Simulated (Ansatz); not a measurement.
The relaxed structure here is a generated cell of Li: the first start was made by placing the elements on the sites of a structure type, and the end was not matched to a known phase here, so it may be hypothetical. Known forms of Li include space group No. 229.

A relaxed structure of Li. All values below come from r2SCAN (plane waves to 500 eV, PAW, scalar-relativistic; Ansatz, a program for electronic structure).

```
CELL_PARAMETERS angstrom
      1.48643    -2.57527     0.00000
      1.48643     2.57527     0.00000
      0.00000     0.00000     2.74346
ATOMIC_POSITIONS crystal
  Li 0.50000 0.50000 0.00000
```

### Question
Determine the symmetry and give the standard cell with its independent sites.

### Answer
Space group P6/mmm (No. 191); a = 2.973 Å, b = 2.973 Å, c = 2.743 Å, α = 90.00°, β = 90.00°, γ = 120.00°

```tsv
atom	site	symmetry	x	y	z
Li	1a	6/mmm	0.0000	0.0000	0.0000
```

This is the AFLOW prototype A_hP1_191_a (A_f, as in Sn).

### Question
Give the shortest distances between elements (the closest pairs, up to four, under 3.6 Å).

### Answer
Li–Li 2.74 Å.

| Item | Result |
|---|---|
| Volume per atom | 21.00 Å³ |
| Density | 0.55 g/cm³ |
| Band gap | no gap (metallic) |

No spin polarisation in the result.

The run could not lose the symmetry of its start, so the end can be a saddle point.

It was reached from a disturbed copy of a Pm-3m (No. 221) cell (simple cubic type), against which it lies -0.05 eV/atom.
